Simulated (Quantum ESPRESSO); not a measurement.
## Kohn-Sham bands of PbS (R3m)

```
PbS
1.0
    2.11266     1.21974     3.45192
   -2.11266     1.21974     3.45192
    0.00000    -2.43949     3.45192
Pb S
1 1
Direct
  0.01943   0.01943   0.01943
  0.52496   0.52496   0.52496
```

Cell from Materials Project (mp-1057015), symmetrised, no further relaxation. Not found in the COD (Crystallography Open Database) copy used, which has the formula in other groups; not checked further. Computed values, not measurements, from LDA: Quantum ESPRESSO (norm-conserving PseudoDojo potentials, cutoff 45 Ry, no spin polarisation, no spin-orbit coupling) on a Γ-centred 10×10×10 mesh, then Wannier90. Density: 10×10×10 mesh, cold smearing 0.01 Ry. Spin-orbit coupling is left out although heavy elements are present.

Energies are relative to the valence-band maximum; weights are on the orthonormalised atomic waves of the pseudopotential files, averaged over the group. 20 electrons a cell are treated as valence.

**Question.** Into which isolated groups do the bands fall, where do they lie and what are they made of?

**Answer.** 
```csv
bands,from (eV),to (eV),filling,weight on atomic waves
1–5,-16.75,-16.56,filled,Pb 5d 99 %
6,-13.33,-11.64,filled,"S 3s 77 %, Pb 6p 14 %, Pb 6s 7 %"
7,-8.78,-6.13,filled,"Pb 6s 74 %, S 3p 16 %, S 3s 8 %"
8–10,-4.99,0.00,filled,"S 3p 71 %, Pb 6p 22 %, Pb 6s 6 %"
```

The Kohn-Sham gap over both meshes and the path is 0.34 eV.
